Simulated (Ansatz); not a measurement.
# PbSe (rock salt): scan of one atom of the cell

Relaxed PbSe (rock salt):

```
PbSe
1.0
    0.00000     3.10883     3.10883
    3.10883     0.00000     3.10883
    3.10883     3.10883     0.00000
Se Pb
1 1
Direct
  0.00000   0.00000   0.00000
  0.50000   0.50000   0.50000
```

Scan: atom 2 (Pb, nearest neighbour Se at 3.109 Å; its periodic images, 4.4 Å or more away, move with it) is displaced along Cartesian x, direction (1.000, 0.000, 0.000) in Cartesian axes, by s. The other atoms stay.

Method: PBE (plane waves to 420 eV, PAW, scalar-relativistic; Ansatz, a quantum-chemistry and plane-wave program). k mesh 8×8×8 (Γ-centred), Fermi-Dirac smearing 0.05 eV. Energies are smeared free energies. Compression counts positive. F∥ is the force on the atom along that direction. PbSe was relaxed with its symmetry unable to fall. Spin-orbit coupling is left out, though Pb is heavy. The PAW data are Ansatz's earlier set. The zero of ΔE is the undisplaced structure.

| s (Å) | ΔE (eV/cell) | F∥ (eV/Å) | P (GPa) |
|---|---|---|---|
| -0.310 | 0.0361 | 0.405 | 1.27 |
| -0.248 | 0.0168 | 0.228 | 0.79 |
| -0.186 | 0.0066 | 0.112 | 0.43 |
| -0.124 | 0.0019 | 0.044 | 0.18 |
| -0.062 | 0.0003 | 0.012 | 0.04 |
| 0.000 | 0.0000 | 0.000 | -0.01 |
| 0.062 | 0.0003 | -0.012 | 0.04 |
| 0.124 | 0.0019 | -0.044 | 0.18 |
| 0.186 | 0.0066 | -0.112 | 0.43 |
| 0.248 | 0.0168 | -0.228 | 0.79 |
| 0.310 | 0.0361 | -0.405 | 1.27 |

What the scan shows:

```
Quantity                                                                                      Result
------------------------------------  --------------------------------------------------------------
Energy at s = 0.310 Å                                                                  36.1 meV/cell
Force along the line at s = -0.310 Å                                                      0.405 eV/Å
Symmetry of the curve                                                  even: the same for both signs
Shape of the curve                    a single well with its minimum at or next to zero displacement
```

The 11 points together took around 2.0 core-minutes (rough).

(A displaced cell: forces are minus the slopes of the energy, force constants its curvatures, and phonons follow from these.)
